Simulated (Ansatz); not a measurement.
# What DFT gives for La2GeW2

```yaml
crystal:
  lattice:
    - [3.87316, 0.00000, 0.00000]
    - [-1.93658, 3.35426, 0.00000]
    - [0.00000, 0.00000, 9.45709]
  atoms:
    - { symbol: Ge, position: [0.00000, 0.00000, 0.50000] }
    - { symbol: W, position: [0.33330, 0.66670, 0.84441] }
    - { symbol: W, position: [0.66670, 0.33330, 0.15559] }
    - { symbol: La, position: [0.33330, 0.66670, 0.34534] }
    - { symbol: La, position: [0.66670, 0.33330, 0.65466] }
```

Level: r2SCAN, no spin polarisation; 500 eV; 10×10×4 Γ-centred mesh; fermi-dirac occupations (width 0.011 eV); Ansatz 0.2.0, fixed geometry.

Which atom feels the largest force, and which way?

The largest is on La4 (and as large on other atoms): 4.33 eV/Å, components (0.00, 0.00, -4.33). It makes 123° with the line to a nearest neighbour, Ge1 at 2.67 Å.

Which element gives electrons and which takes them?

Bader charges in e: La +0.60, Ge -0.80, W -0.20. In the mean La gives up most and Ge takes most.

What is the formation energy?

2.31 eV an atom against the elements' usual phases (free molecules for gases, crystals otherwise, with no correction for O₂ or N₂), so at this geometry it isn't bound against them. Relaxing would lower it.

What does the stress say?

The pressure is 7.2 GPa (compression positive), so with the atoms held at these fractions the cell would first expand; the forces are large, so a full relaxation may end otherwise. The principal stresses 6.1, 6.1, 9.4 GPa differ, so its shape would change too.

Describe some of the short contacts.

Ge–La at 2.67 Å: least valence density 0.42 e/Å³ and ELF 0.42 there. W–La at 2.87 Å: least valence density 0.34 e/Å³ and ELF 0.26 there. Both are smooth PAW fields, read partly inside the augmentation spheres.

Metal or insulator?

It is a metal, with about 6.6 states/eV a cell as the mean within 0.25 eV of the Fermi level, mostly W d (67 %) and La d (15 %).

Origin: a known structure type with other elements, at an estimated volume, so it need not be a known compound. Caveats: many states at the Fermi level without spin polarisation, so a magnetic state may lie lower; atoms or cell far from equilibrium; f levels without a U or exact exchange are poorly placed.
